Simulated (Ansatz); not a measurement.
K2NaInP2 (space group Ibam)

```
CELL_PARAMETERS angstrom
     -3.29541     7.42552     3.29123
      3.29541    -7.42552     3.29123
      3.29541     7.42552    -3.29123
ATOMIC_POSITIONS crystal
  K  0.82321 0.24118 0.06439
  K  0.17679 0.75882 0.93561
  K  0.67679 0.74118 0.41797
  K  0.32321 0.25882 0.58203
  Na 0.25000 0.25000 0.00000
  Na 0.75000 0.75000 0.00000
  In 0.75000 0.25000 0.50000
  In 0.25000 0.75000 0.50000
  P  0.59988 0.21518 0.81507
  P  0.40012 0.78482 0.18493
  P  0.90012 0.71518 0.61530
  P  0.09988 0.28482 0.38470
```

E(V) scan at fixed shape, V₀ the volume above. The atoms relax within the cell's symmetry.

These are PBEsol (plane waves to 420 eV, PAW, scalar-relativistic; Ansatz, a first-principles code) values and carry that method's errors. k mesh 6×6×6 (Γ-centred), Fermi-Dirac smearing 0.05 eV. E stands for the smeared free energy. With the shape held, the modulus is that of even scaling; a crystal free to change shape is softer. K2NaInP2 was relaxed with its symmetry unable to fall. ΔE is measured from the relaxed starting cell.

| V (Å³/atom) | ΔE (meV/atom) |
|---|---|
| 24.161 | 26.3 |
| 24.609 | 17.6 |
| 25.056 | 10.8 |
| 25.503 | 5.9 |
| 25.951 | 2.5 |
| 26.398 | 0.6 |
| 26.846 | 0.0 |
| 27.293 | 0.6 |
| 27.740 | 2.2 |
| 28.188 | 4.8 |
| 28.635 | 8.2 |
| 29.083 | 12.4 |
| 29.530 | 17.3 |

### Question
What bulk modulus at fixed cell shape B₀ follows from a third-order Birch-Murnaghan fit?

### Answer
25.2 GPa.

### Question
What is the fitted pressure derivative B₀′?

### Answer
5.4.

(Under strain, the slope of the energy per volume gives the stress and its curvature an elastic modulus.)
